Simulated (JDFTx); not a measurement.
An input for JDFTx (a modified build) (C4H9LiO (SMILES [Li][O]C(C)(C)C), charge 0, multiplicity 1; bohr, hartree):

```
lattice \
  16.5351035905 0.0000000000 0.0000000000 \
  0.0000000000 17.9523981839 0.0000000000 \
  0.0000000000 0.0000000000 18.4248297151
coords-type Cartesian
ion Li 0.2595190837 -0.0404708489 -4.2901232785 0
ion O 0.2271703410 -0.0173374490 -1.3893958593 0
ion C 0.2055671917 -0.0009402708 1.2178496295 0
ion C -2.5357973312 0.0130210887 2.1882882518 0
ion C 1.5571878370 -2.3657037383 2.2362361396 0
ion C 1.5711689941 2.3680159831 2.2077142838 0
ion H -2.5909116832 0.0306422238 4.2412896078 0
ion H -3.5112411081 -1.6594769096 1.4974506735 0
ion H -3.5045071736 1.6776912414 1.4689613654 0
ion H 0.6027323309 -4.0480091537 1.5399110938 0
ion H 1.5586231762 -2.3883123413 4.2901232785 0
ion H 3.4970947659 -2.3868371361 1.5562656889 0
ion H 0.6274074465 4.0480091537 1.4909865844 0
ion H 3.5112411081 2.3691655775 1.5278451638 0
ion H 1.5722035183 2.4149546207 4.2609510910 0
ion-species pseudo/li_pbe_v1.4.upf
ion-species pseudo/o_pbe_v1.2.upf
ion-species pseudo/c_pbe_v1.2.upf
ion-species pseudo/h_pbe_v1.4.upf
elec-cutoff 20 100
elec-ex-corr gga-PBE
symmetries none
coulomb-interaction Isolated
coulomb-truncation-embed 0 0 0
elec-n-bands 17
electronic-minimize nIterations 150 energyDiffThreshold 1e-7
dump-name s0.$VAR
dump End State Ecomponents EigStats BandEigs Forces ElecDensity IonicPositions
```

Task: What happens when this is run, and what should be changed?

Result: It stops during set-up with
```
Atom 1 lies within the margin of 5 bohrs from the truncation boundary.
Expand unit cell, or if absolutely sure, reduce coulomb-truncation-ion-margin.
Failed.
```
The box is too small for the truncated Coulomb interaction: enlarge the cell, or lower coulomb-truncation-ion-margin if the density is known to be confined.
